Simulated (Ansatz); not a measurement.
A scan (energy against volume; even scaling of the relaxed cell, symmetry kept) gave these values. Level of theory: r2SCAN (plane waves to 500 eV, PAW, scalar-relativistic; Ansatz, a quantum-chemistry and plane-wave program).

The bulk modulus B₀ (third-order Birch-Murnaghan fit) comes out as 7.7 GPa, the pressure derivative B₀′ (fit) is 3.6 and the equilibrium volume of the fit is 37.66 Å³/atom.

Task: Of these crystals, all scanned alike, which one is it?
A. Na (bcc, W type)
B. Ge (diamond)
C. V (bcc, W type)
D. TiC (rock salt)

Result: A, Na (bcc, W type). The others have, for the bulk modulus: Ge 70.6 GPa, TiC 262 GPa, V 193 GPa

All were relaxed with their symmetry unable to fall. TiC is run without spin polarisation. V is run without spin polarisation.

(Under strain, the slope of the energy per volume gives the stress and its curvature an elastic modulus.)
